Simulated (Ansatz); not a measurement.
## FePt (CuAu type, space group P4/mmm): energy over volume and axial ratio

FePt (CuAu type, space group P4/mmm)

```xyz
2
Lattice="2.7301 0.0000 0.0000 0.0000 2.7301 0.0000 0.0000 0.0000 3.7639" Properties=species:S:1:pos:R:3 pbc="T T T"
Fe     1.3650     1.3650     1.8819
Pt     0.0000     0.0000     0.0000
```

The relaxed cell is deformed in two ways at once: its volume V is scaled, and at that volume it is stretched along z (the c axis of the conventional cell) so that c/a changes. Fractional atomic positions are held.

These are PBE (plane waves to 420 eV, PAW, scalar-relativistic; Ansatz, an electronic-structure program) values and carry that method's errors. k mesh 17×17×12 (Γ-centred), Fermi-Dirac smearing 0.05 eV. The energy includes the smearing's −TS. Stress and pressure are positive under compression. With partly filled bands, the response to shear is sensitive to the k mesh, so small differences along c/a are uncertain. FePt was relaxed with its symmetry unable to fall. Relaxed FePt ends ferromagnetic. Spin-orbit coupling is left out, though Pt is heavy. The magnetic order is the one the run started from; other orders were not tried. ΔE is measured from the relaxed starting cell.

ΔE (kJ/mol of atoms), with V/V₀ across and (c/a)/(c/a)₀ down:

| (c/a)/(c/a)₀ \ V/V₀ | 0.920 | 0.960 | 1.000 | 1.040 | 1.080 |
|---|---|---|---|---|---|
| 0.920 | 9.4 | 4.2 | 2.4 | 3.4 | 6.7 |
| 0.960 | 7.2 | 2.2 | 0.6 | 1.8 | 5.1 |
| 1.000 | 6.5 | 1.5 | 0.0 | 1.3 | 4.7 |
| 1.040 | 7.3 | 2.2 | 0.7 | 1.9 | 5.3 |
| 1.080 | 9.8 | 4.5 | 2.7 | 3.8 | 7.0 |

σzz (GPa), with V/V₀ across and (c/a)/(c/a)₀ down:

```
(c/a)/(c/a)₀ \ V/V₀  0.920  0.960  1.000  1.040  1.080
-------------------  -----  -----  -----  -----  -----
0.920                 30.0   17.5    7.4   -0.5   -6.9
0.960                 25.6   13.5    3.7   -3.9  -10.0
1.000                 20.6    9.1    0.0   -7.3  -13.0
1.040                 15.6    4.7   -4.0  -10.8  -16.2
1.080                 10.4    0.1   -8.0  -14.3  -19.2
```

What the scan shows:

Lowest place on the grid: V/V₀ = 1.000, (c/a)/(c/a)₀ = 1.000 (0 meV/atom). Highest place on the grid: V/V₀ = 0.920, (c/a)/(c/a)₀ = 1.080 (101 meV/atom).

(Under strain, the slope of the energy per volume gives the stress and its curvature an elastic modulus.)
